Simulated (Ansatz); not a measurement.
## Field gradients of Cs₆AlSb₃ from run to run

Cell of run 1: an entry of the Crystallography Open Database (COD), taken as it stands.

Space group P2_1/m (No. 11); a = 10.8446, b = 6.5069, c = 12.7074 Å, β = 100.95°.

```csv
site,Wyckoff,site symmetry,x,y,z
Cs1,2e,m,0.6186,0.2500,0.1741
Cs3,2e,m,0.2549,0.2500,0.2831
Cs5,2e,m,0.9576,0.2500,0.4230
Cs7,2e,m,0.5988,0.2500,0.8657
Cs9,2e,m,0.6316,0.2500,0.5190
Cs11,2e,m,0.9475,0.2500,0.0518
Al,2e,m,0.8244,0.7500,0.2209
Sb15,2e,m,0.6883,0.7500,0.3753
Sb17,2e,m,0.0701,0.7500,0.2679
Sb19,2e,m,0.7126,0.7500,0.0188
```

One atom of each set is listed.

Relaxed positions (PBE, cell held):

Cs1 (0.6195, 0.2500, 0.1748)
Cs3 (0.2549, 0.2500, 0.2831)
Cs5 (0.9575, 0.2500, 0.4223)
Cs7 (0.5978, 0.2500, 0.8653)
Cs9 (0.6311, 0.2500, 0.5186)
Cs11 (0.9470, 0.2500, 0.0521)
Al (0.8248, 0.7500, 0.2209)
Sb15 (0.6885, 0.7500, 0.3764)
Sb17 (0.0720, 0.7500, 0.2683)
Sb19 (0.7124, 0.7500, 0.0173)

All runs are DFT with Ansatz 0.2.0 (plane waves and PAW, scalar-relativistic unless spin–orbit coupling is named, Γ-centred meshes, Fermi–Dirac smearing where given) in this cell.

Run 1: PBE, gradients read without the response of the cores, atoms as given; 420 eV, 3×5×3 k-points, smearing 0.02 eV.
Run 2: PBE, gradients read without the response of the cores, atoms relaxed; 420 eV, 3×5×3 k-points, smearing 0.02 eV.
Run 3: r2SCAN, gradients read without the response of the cores, at the relaxed atoms; 500 eV, 3×5×3 k-points, smearing 0.02 eV.

**Question.** What does each run give, and what moves the gradients most?

**Answer.** 

| run | Sb15 V_zz (η) | Sb17 V_zz (η) | Sb19 V_zz (η) |
| --- | --- | --- | --- |
| 1 | 10.06 (0.93) | -12.65 (0.52) | -13.24 (0.81) |
| 2 | 10.78 (0.87) | -13.01 (0.61) | -13.75 (0.88) |
| 3 | 11.41 (0.82) | -13.53 (0.65) | -14.25 (0.92) |

V_zz in 10²¹ V/m²; 3 of the 10 sets of like atoms are followed. Against run 1, the gradient tensors on these sites move by at most 0.99 in run 2 (Sb19), 1.72 in run 3 (Sb19). Taken one at a time, the positions of the atoms (as given or relaxed) move the tensors on these sites by up to 0.99 (largest principal value of the change, on Sb19), the functional (r2SCAN with its higher cutoff) by 0.73 (Sb19).

Without spin–orbit coupling (the program notes it for Sb) the gradients can shift somewhat, as the gap is small.
